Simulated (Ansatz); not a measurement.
## Rutile alloy of SnO2 and TiO2 (3 of 24 Sn sites exchanged), 72 atoms

Ansatz, PAW, plane waves. PBEsol relaxation of cell lengths and atoms (angles held) at the single k point (¼, ¼, ¼) without its symmetry partners; single points on the relaxed atoms at the Γ point alone, onto which points of the small cell's zone fold. Arrangement: quasirandom. No spin–orbit coupling unless named.

Relaxed structure:

```yaml
crystal:
  lattice:
    - [9.49079, 0.00000, 0.00000]
    - [0.00000, 9.49383, 0.00000]
    - [0.00000, 0.00000, 9.54814]
  atoms:
    - { symbol: Sn, position: [0.99996, 0.00040, 0.00006] }
    - { symbol: Sn, position: [0.00120, 0.99910, 0.33403] }
    - { symbol: Sn, position: [0.00150, 0.99876, 0.66470] }
    - { symbol: Sn, position: [0.00080, 0.50107, 0.99703] }
    - { symbol: Sn, position: [0.00146, 0.50175, 0.33628] }
    - { symbol: Sn, position: [0.49956, 0.99980, 0.99919] }
    - { symbol: Sn, position: [0.49817, 0.99843, 0.33415] }
    - { symbol: Sn, position: [0.49855, 0.99873, 0.66522] }
    - { symbol: Sn, position: [0.50079, 0.49962, 0.00237] }
    - { symbol: Sn, position: [0.49855, 0.50175, 0.66244] }
    - { symbol: Sn, position: [0.25143, 0.25283, 0.16770] }
    - { symbol: Sn, position: [0.25055, 0.25332, 0.49906] }
    - { symbol: Sn, position: [0.24835, 0.25156, 0.83183] }
    - { symbol: Sn, position: [0.25213, 0.74926, 0.16990] }
    - { symbol: Sn, position: [0.24925, 0.74789, 0.82899] }
    - { symbol: Sn, position: [0.74772, 0.25252, 0.16764] }
    - { symbol: Sn, position: [0.74965, 0.25299, 0.49969] }
    - { symbol: Sn, position: [0.75119, 0.25242, 0.83132] }
    - { symbol: Sn, position: [0.74857, 0.74772, 0.16771] }
    - { symbol: Sn, position: [0.74948, 0.74745, 0.49903] }
    - { symbol: Sn, position: [0.75180, 0.74902, 0.83180] }
    - { symbol: Ti, position: [0.00012, 0.50028, 0.66449] }
    - { symbol: Ti, position: [0.49595, 0.50428, 0.33676] }
    - { symbol: Ti, position: [0.24629, 0.74776, 0.50120] }
    - { symbol: O, position: [0.15172, 0.15609, 0.99999] }
    - { symbol: O, position: [0.15328, 0.15477, 0.33361] }
    - { symbol: O, position: [0.15578, 0.15092, 0.66500] }
    - { symbol: O, position: [0.15437, 0.65196, 0.99970] }
    - { symbol: O, position: [0.15323, 0.65607, 0.34226] }
    - { symbol: O, position: [0.15289, 0.65041, 0.65561] }
    - { symbol: O, position: [0.65202, 0.15531, 0.99916] }
    - { symbol: O, position: [0.65434, 0.15127, 0.33372] }
    - { symbol: O, position: [0.65214, 0.15516, 0.66577] }
    - { symbol: O, position: [0.65430, 0.65096, 0.99906] }
    - { symbol: O, position: [0.64811, 0.64887, 0.33390] }
    - { symbol: O, position: [0.64931, 0.65461, 0.66558] }
    - { symbol: O, position: [0.34662, 0.34891, 0.99910] }
    - { symbol: O, position: [0.34895, 0.35469, 0.33380] }
    - { symbol: O, position: [0.34914, 0.34768, 0.66570] }
    - { symbol: O, position: [0.34741, 0.84470, 0.99925] }
    - { symbol: O, position: [0.34255, 0.84544, 0.34297] }
    - { symbol: O, position: [0.34508, 0.84194, 0.65611] }
    - { symbol: O, position: [0.84694, 0.34966, 0.99955] }
    - { symbol: O, position: [0.85042, 0.34733, 0.33376] }
    - { symbol: O, position: [0.85067, 0.35315, 0.66537] }
    - { symbol: O, position: [0.84759, 0.84535, 0.99995] }
    - { symbol: O, position: [0.84888, 0.84372, 0.33351] }
    - { symbol: O, position: [0.84609, 0.84794, 0.66504] }
    - { symbol: O, position: [0.09915, 0.40653, 0.16704] }
    - { symbol: O, position: [0.09433, 0.40510, 0.50893] }
    - { symbol: O, position: [0.09529, 0.40725, 0.82290] }
    - { symbol: O, position: [0.09882, 0.90254, 0.16678] }
    - { symbol: O, position: [0.10075, 0.89706, 0.49977] }
    - { symbol: O, position: [0.09735, 0.90121, 0.83228] }
    - { symbol: O, position: [0.59350, 0.40656, 0.17580] }
    - { symbol: O, position: [0.59437, 0.40740, 0.49051] }
    - { symbol: O, position: [0.59735, 0.40535, 0.83174] }
    - { symbol: O, position: [0.59491, 0.90068, 0.16685] }
    - { symbol: O, position: [0.59884, 0.90343, 0.49937] }
    - { symbol: O, position: [0.59665, 0.90194, 0.83232] }
    - { symbol: O, position: [0.40229, 0.09706, 0.16688] }
    - { symbol: O, position: [0.40455, 0.10056, 0.49933] }
    - { symbol: O, position: [0.40056, 0.09569, 0.83233] }
    - { symbol: O, position: [0.40553, 0.59576, 0.17513] }
    - { symbol: O, position: [0.40003, 0.59789, 0.49004] }
    - { symbol: O, position: [0.40185, 0.59632, 0.83231] }
    - { symbol: O, position: [0.90232, 0.09708, 0.16692] }
    - { symbol: O, position: [0.90432, 0.09806, 0.49986] }
    - { symbol: O, position: [0.90441, 0.09795, 0.83199] }
    - { symbol: O, position: [0.90392, 0.59712, 0.16704] }
    - { symbol: O, position: [0.90335, 0.59321, 0.50882] }
    - { symbol: O, position: [0.90776, 0.59626, 0.82288] }
```

(1) What are the mean bond lengths by pair (pairs within 1.2 times the sum of covalent radii, less contacts 15 % beyond the pair's median; cation–cation pairs of compounds aside; long ionic contacts are cut short by that bound)?

(2) What gap lies between the top filled and the lowest empty level in the single points?

## Answers

(1) O–Sn 2.067 ± 0.012 Å (standard deviation, 126 bonds); O–Ti 1.981 ± 0.027 Å (standard deviation, 18 bonds).

(2) HSE06 3.25 eV (6.5 min on 7 threads of Neoverse-V2).
